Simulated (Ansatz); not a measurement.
Hf3N4:
```cif
data_Hf12N16
_chemical_formula_sum 'Hf12 N16'
_space_group_name_H-M_alt 'P 1'
_space_group_IT_number 1
_cell_length_a 9.79728
_cell_length_b 3.23488
_cell_length_c 10.68701
_cell_angle_alpha 90.000
_cell_angle_beta 90.000
_cell_angle_gamma 90.000
loop_
_space_group_symop_operation_xyz
  'x, y, z'
loop_
_atom_site_label
_atom_site_type_symbol
_atom_site_fract_x
_atom_site_fract_y
_atom_site_fract_z
_atom_site_occupancy
Hf1 Hf 0.06963 0.75000 0.87494 1
Hf2 Hf 0.93037 0.25000 0.12506 1
Hf3 Hf 0.43037 0.25000 0.37494 1
Hf4 Hf 0.56963 0.75000 0.62506 1
Hf5 Hf 0.10616 0.75000 0.40671 1
Hf6 Hf 0.89384 0.25000 0.59329 1
Hf7 Hf 0.39384 0.25000 0.90671 1
Hf8 Hf 0.60616 0.75000 0.09329 1
Hf9 Hf 0.22701 0.75000 0.14599 1
Hf10 Hf 0.77299 0.25000 0.85401 1
Hf11 Hf 0.27299 0.25000 0.64599 1
Hf12 Hf 0.72701 0.75000 0.35401 1
N1 N 0.00888 0.75000 0.22457 1
N2 N 0.99112 0.25000 0.77543 1
N3 N 0.49112 0.25000 0.72457 1
N4 N 0.50888 0.75000 0.27543 1
N5 N 0.10333 0.25000 0.52953 1
N6 N 0.89667 0.75000 0.47047 1
N7 N 0.39667 0.75000 0.02953 1
N8 N 0.60333 0.25000 0.97047 1
N9 N 0.14146 0.25000 0.01756 1
N10 N 0.85854 0.75000 0.98244 1
N11 N 0.35854 0.75000 0.51756 1
N12 N 0.64146 0.25000 0.48244 1
N13 N 0.23898 0.25000 0.28477 1
N14 N 0.76102 0.75000 0.71523 1
N15 N 0.26102 0.75000 0.78477 1
N16 N 0.73898 0.25000 0.21523 1
```

Relaxed with r²SCAN.

Q: Which orbitals make up the states near the band edges in plane-wave PAW r²SCAN (Ansatz code)?

A: Top 1 eV of the valence band: N 2p 87 %, Hf 5d 9 %. Bottom 1 eV of the conduction band: Hf 5d 78 %, N 2p 17 %. Projections are on Löwdin-orthogonalised atomic valence shells; empty p or d shells of many metals are not among them.

Q: Tabulate the density of states.

A: States/eV per cell of 28 atoms, in 0.25 eV bins, energy from the valence-band maximum.

```
E (eV)  total   N 2p  Hf 5d  Hf 6s
------  -----  -----  -----  -----
-7.85    0.00   0.00   0.00   0.00
-7.60    0.00   0.00   0.00   0.00
-7.35    0.00   0.00   0.00   0.00
-7.10    0.00   0.00   0.00   0.00
-6.85    0.00   0.00   0.00   0.00
-6.60    0.00   0.00   0.00   0.00
-6.35    0.00   0.00   0.00   0.00
-6.10    1.92   1.04   0.63   0.17
-5.85    4.11   2.27   1.32   0.35
-5.60    7.65   4.32   2.38   0.61
-5.35   15.03   8.77   4.49   1.14
-5.10   13.22   7.83   3.93   0.94
-4.85   17.05  10.18   5.13   1.07
-4.60   17.61  10.79   5.35   0.81
-4.35   19.93  12.54   6.07   0.62
-4.10   25.85  16.61   7.75   0.49
-3.85   21.15  13.70   6.34   0.36
-3.60   24.10  15.49   7.65   0.28
-3.35   19.95  12.96   6.21   0.18
-3.10   20.37  13.53   5.89   0.23
-2.85   17.27  11.71   4.68   0.24
-2.60   19.91  14.10   4.72   0.35
-2.35   21.60  15.81   4.66   0.29
-2.10   21.42  15.97   4.28   0.26
-1.85   17.27  13.25   3.04   0.22
-1.60   17.66  14.09   2.58   0.19
-1.35   16.40  13.50   1.99   0.18
-1.10   15.83  13.21   1.75   0.17
-0.85   16.71  14.34   1.60   0.14
-0.60    8.47   7.48   0.65   0.05
-0.35    3.02   2.71   0.19   0.01
-0.10    0.52   0.47   0.03   0.00
0.15     0.00   0.00   0.00   0.00
0.40     0.00   0.00   0.00   0.00
0.65     0.00   0.00   0.00   0.00
0.90     0.00   0.00   0.00   0.00
1.15     0.00   0.00   0.00   0.00
1.40     0.18   0.04   0.12   0.01
1.65     2.56   0.48   1.96   0.04
1.90     1.82   0.31   1.44   0.02
2.15     2.31   0.36   1.85   0.03
2.40     7.69   1.19   6.03   0.20
2.65    11.93   1.92   9.23   0.29
2.90     8.32   1.35   6.35   0.19
3.15     9.68   1.48   7.56   0.24
3.40    14.29   2.31  10.94   0.37
3.65    11.41   1.61   9.02   0.26
3.90    10.07   1.45   7.87   0.30
4.15    17.85   2.63  13.74   0.64
4.40    20.37   2.87  15.96   0.63
4.65    17.57   2.43  13.85   0.49
4.90    17.80   2.30  13.96   0.55
5.15    23.30   2.73  18.71   0.72
5.40    20.08   2.34  15.95   0.61
5.65    22.92   2.72  18.18   0.72
5.90    20.66   2.45  15.95   0.74
6.15    18.80   2.52  13.59   0.68
```

Space group Pnma. The first step of the workflow began from a Materials Project structure, measured or hypothetical; the Crystallography Open Database copy checked does not list it. COD files the formula under space group No. 220, so this cell is another polymorph or a model. Its standing as an ambient phase is unchecked. Symmetry was held in the r²SCAN relaxation; its stability against distortions is not shown here. The run is not spin-polarised. Scalar-relativistic: spin–orbit coupling is off unless named, which matters more the heavier the elements.

Potentials: the later of the program's two PAW sets.
